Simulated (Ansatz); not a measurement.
Band table of Ti (sc type)

```yaml
crystal:
  lattice:
    - [2.20898, 0.00000, 0.00000]
    - [0.00000, 2.20898, 0.00000]
    - [0.00000, 0.00000, 2.20898]
  atoms:
    - { symbol: Ti, position: [0.00000, 0.00000, 0.00000] }
```

The cell comes from a relaxation on PAW files under the same functional, begun from a prototype that needn't be the stable phase.

Level of theory: DFT with LDA, scalar-relativistic, in Ansatz 0.2.0; a Γ-centred 15×15×15 k mesh, Fermi–Dirac smearing of 0.05 eV, no spin polarisation. LAPW: all electrons, basis error target 1 meV/atom.

This run: volume at 0.65 of the series' base cell.

The structure type is held throughout; the real material can change phase at far lower pressure.

Path points, in fractions of the reciprocal vectors: Γ (0.000, 0.000, 0.000), X (0.000, 0.500, 0.000), M (0.500, 0.500, 0.000), R (0.500, 0.500, 0.500). The distance column jumps between branches of the path. Levels in eV from the Fermi level; bands 9 to 12, counted from the lowest band of the run. The gap is zero, the pressure 85.7 GPa.

```
# k(1/Å) point b9 b10 b11 b12
0.000 Γ -5.99 -3.05 -3.05 6.69
0.178 - -5.82 -3.01 -2.86 6.50
0.356 - -5.37 -2.87 -2.28 5.99
0.533 - -4.74 -2.67 -1.37 5.29
0.711 - -4.00 -2.42 -0.30 4.54
0.889 - -3.19 -2.15 0.67 3.84
1.067 - -2.38 -1.92 1.26 3.29
1.244 - -1.75 -1.69 1.42 2.94
1.422 X -1.70 -1.39 1.39 2.82
1.600 - -1.58 -1.16 0.52 2.85
1.778 - -1.38 -0.83 -0.35 2.94
1.956 - -2.19 -1.13 0.96 3.08
2.133 - -3.44 -0.83 2.59 3.25
2.311 - -4.49 -0.51 3.43 4.40
2.489 - -5.29 -0.22 3.58 4.15
2.667 - -5.80 -0.02 3.68 3.83
2.844 M -5.97 0.06 3.72 3.72
3.096 - -5.63 -0.09 3.77 3.82
3.347 - -4.70 -0.51 3.92 4.11
3.599 - -3.49 -1.06 3.27 4.21
3.850 - -2.99 -1.34 1.30 3.69
4.101 - -3.72 -1.69 -0.45 4.00
4.353 - -4.79 -2.39 -1.84 5.26
4.604 - -5.66 -2.89 -2.74 6.31
4.856 Γ -5.99 -3.05 -3.05 6.69
5.164 - -5.49 -2.69 -2.69 6.25
5.471 - -4.22 -1.68 -1.68 5.31
5.779 - -2.92 -0.18 -0.18 3.86
6.087 - -2.64 0.82 0.82 2.92
6.395 - -3.04 -0.50 -0.50 4.59
6.703 - -3.34 -1.97 -1.97 6.73
7.011 - -3.35 -2.94 -2.94 8.53
7.319 R -3.28 -3.28 -3.28 9.27
7.570 - -3.38 -3.11 -2.94 8.54
7.822 - -3.56 -2.61 -1.97 6.82
8.073 - -3.58 -1.81 -0.52 4.77
8.325 - -3.26 -0.77 1.00 2.74
8.576 - -2.53 0.42 0.94 1.24
8.827 - -1.39 -0.47 0.03 1.58
9.079 - -1.38 -1.01 0.10 2.48
9.330 X -1.70 -1.39 1.39 2.82
11.342 R -3.28 -3.28 -3.28 9.27
11.519 - -3.42 -3.11 -3.11 8.77
11.697 - -3.80 -2.60 -2.60 7.49
11.875 - -4.30 -1.79 -1.79 5.81
12.053 - -4.83 -0.71 -0.71 4.06
12.230 - -5.30 0.58 0.58 2.45
12.408 - -5.66 1.17 1.95 1.95
12.586 - -5.89 0.34 3.17 3.17
12.764 M -5.97 0.06 3.72 3.72
```
